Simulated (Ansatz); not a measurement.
From the elastic tensor of Ti3Ag at 2 GPa (stress–strain coefficients) to moduli and sound speeds

These are results of Ansatz 0.2.0, DFT LDA, scalar-relativistic, plane waves, PAW, not measurements. Settings: 420 eV plane-wave cutoff, Γ-centred 10×10×10 mesh, Fermi-Dirac smearing of 0.15 eV. No spin polarisation.

The structure is cubic, space group Pm-3m (No. 221). Conventional cell: a = 3.974 Å, b = 3.974 Å, c = 3.974 Å, α = 90.00°, β = 90.00°, γ = 90.00°. Around Ti (site symmetry 4/mmm) lie 8 Ti at 2.81 Å and 4 Ag at 2.81 Å. Ag (site symmetry m-3m) has 12 Ti at 2.81 Å as nearest neighbours.

In a metal, frequencies and elastic constants depend on the k mesh and the smearing, soft modes and shear constants most.

Relaxed-ion constants (GPa, on the Cartesian axes of the calculation):
```
170.6 129.2 129.2   0.0   0.0   0.0
129.2 170.6 129.2   0.0   0.0   0.0
129.2 129.2 170.6   0.0   0.0   0.0
  0.0   0.0   0.0  44.6   0.0   0.0
  0.0   0.0   0.0   0.0  44.6   0.0
  0.0   0.0   0.0   0.0   0.0  44.6
```

Density 6.651 g/cm³; 4 atoms in 62.78 Å³.

The values that follow are for a polycrystal of randomly turned grains, by Hill's mean where one number stands.

| Item | Value |
| --- | --- |
| Bulk modulus, Voigt / Reuss / Hill | 143.0 / 143.0 / 143.0 GPa |
| Shear modulus, Voigt / Reuss / Hill | 35.0 / 30.5 / 32.8 GPa |
| Young's modulus | 91 GPa |
| Poisson ratio | 0.394 |
| Pugh ratio B/G | 4.37 |
| Universal anisotropy index | 0.74 |
| Longitudinal and transverse sound speeds | 5298 and 2219 m/s |
| Debye temperature from the mean sound speed | 298 K |

Cost: 1 run of about 3.6 core-minutes, on Arm Neoverse V2 (shared hosts).